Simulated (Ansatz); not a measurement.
NaBi:
```cif
data_BiNa
_chemical_formula_sum 'Na1 Bi1'
_space_group_name_H-M_alt 'P4/mmm'
_space_group_IT_number 123
_space_group_name_Hall '-P 4 2'
_cell_length_a 3.36482
_cell_length_b 3.36482
_cell_length_c 4.89939
_cell_angle_alpha 90.000
_cell_angle_beta 90.000
_cell_angle_gamma 90.000
loop_
_atom_site_label
_atom_site_type_symbol
_atom_site_symmetry_multiplicity
_atom_site_Wyckoff_symbol
_atom_site_fract_x
_atom_site_fract_y
_atom_site_fract_z
_atom_site_occupancy
Na1 Na 1 d 0.50000 0.50000 0.50000 1
Bi1 Bi 1 a 0.00000 0.00000 0.00000 1
```

Relaxed at zero pressure with plane-wave PAW PBEsol (Ansatz code).

Problem. The volume is raised by 6 % and shape and atoms relax at that volume. What pressure results, and how do the axes share the change?

Solution. -1.6 GPa; a 1.6 %, b 1.6 %, c 2.7 %; the energy rises by 9 meV/atom.

Problem. Give the new structure.

Solution. 
Space group P4/mmm (No. 123); a = 3.419 Å, b = 3.419 Å, c = 5.031 Å, α = 90.00°, β = 90.00°, γ = 90.00°

| atom | site | symmetry | x | y | z |
|---|---|---|---|---|---|
| Na | 1d | 4/mmm | 0.5000 | 0.5000 | 0.5000 |
| Bi | 1a | 4/mmm | 0.0000 | 0.0000 | 0.0000 |

The phase is kept; no other phase was compared at this pressure.

The first step of the workflow began from a Materials Project structure, measured or hypothetical; the Crystallography Open Database copy checked does not list it. With Na and Bi taken as one species the cell has the higher symmetry Fm-3m, so it may be an ordered model of a mixed-site phase. Its standing as an ambient phase is unchecked. The cell was relaxed with PBEsol under the symmetry of its start; of distortions, only those at the zone centre were tested. Axis ratios of metals converge slowly with the k-mesh, so a and c are less sure than the volume. Spin–orbit coupling is left out wherever it is not named.

Potentials: the later of the program's two PAW sets.
